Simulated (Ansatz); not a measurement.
# Which magnetic order does LaCo2 (Fd-3m) prefer in this cell?

```yaml
crystal:
  lattice:
    - [0.00000, 3.72450, 3.72450]
    - [3.72450, 0.00000, 3.72450]
    - [3.72450, 3.72450, 0.00000]
  atoms:
    - { symbol: La, position: [0.00000, 0.00000, 0.00000] }
    - { symbol: La, position: [0.25000, 0.25000, 0.25000] }
    - { symbol: Co, position: [0.62500, 0.62500, 0.62500] }
    - { symbol: Co, position: [0.12500, 0.62500, 0.62500] }
    - { symbol: Co, position: [0.62500, 0.62500, 0.12500] }
    - { symbol: Co, position: [0.62500, 0.12500, 0.62500] }
```

The source of the geometry is a structure as deposited in COD; atoms and cell stay fixed.

The runs share PBEsol, 7×7×7 k mesh, Fermi–Dirac smearing of 0.1 eV. PAW means Ansatz 0.2.0 on its default frozen-core files; AE-PAW is all-electron PAW in Ansatz 0.2.0 on datasets made for the crystal. Site moments are integrated in spheres about the atoms, whose radii differ between the methods. Start moments of the first PAW run (μB): Co3 2, Co4 2, Co5 2, Co6 2.

Energies count from the run that starts all moments parallel. Patterns list the atoms that start with 0.5 μB or more.

```csv
start,ΔF PAW (meV/atom),ΔF AE-PAW (meV/atom),"largest moment, PAW (μB)","M, PAW (μB/cell)","order at the end, PAW","P, PAW (GPa)"
"Co3↑, Co4↑, Co5↑, Co6↑",0.0,0.0,0.97,3.03,kept,-10.4
"Co3↑, Co4↑, Co5↓, Co6↓",+18.2,–,0.08,0.00,moments lost,-12.6
"Co3↑, Co4↑, Co5↑, Co6↓",0.0,–,0.97,3.03,changed,-10.4
no spin polarisation,+18.2,–,0.00,0.00,–,-12.6
```

The lowest of these ends as follows. Site moments (μB): La1 -0.17, La2 -0.17, Co3 0.97, Co4 0.97, Co5 0.97, Co6 0.97. Cell moment 3.03 μB. Orders of other supercells weren't tried and can lie lower.

The start Co3↑, Co4↑, Co5↑, Co6↓ ends so. Site moments (μB): La1 -0.17, La2 -0.17, Co3 0.97, Co4 0.97, Co5 0.97, Co6 0.97. Cell moment 3.03 μB.

The PAW files were made with PBE; the program remakes their cores once for the run's functional and then keeps them frozen. The Ansatz runs typed with the search for lower states off end where their start leads. Spin–orbit coupling is left out although heavy atoms are present. The magnetic state is the one that this cell and start allow. It needn't be the compound's measured order, which may need a larger cell or be absent. Left out because they may lie on a higher state: AE-PAW, start La1↑ La2↑ Co3↑ Co4↑ Co5↓ Co6↓; AE-PAW, start La1↑ La2↑ Co3↑ Co4↑ Co5↑ Co6↓.
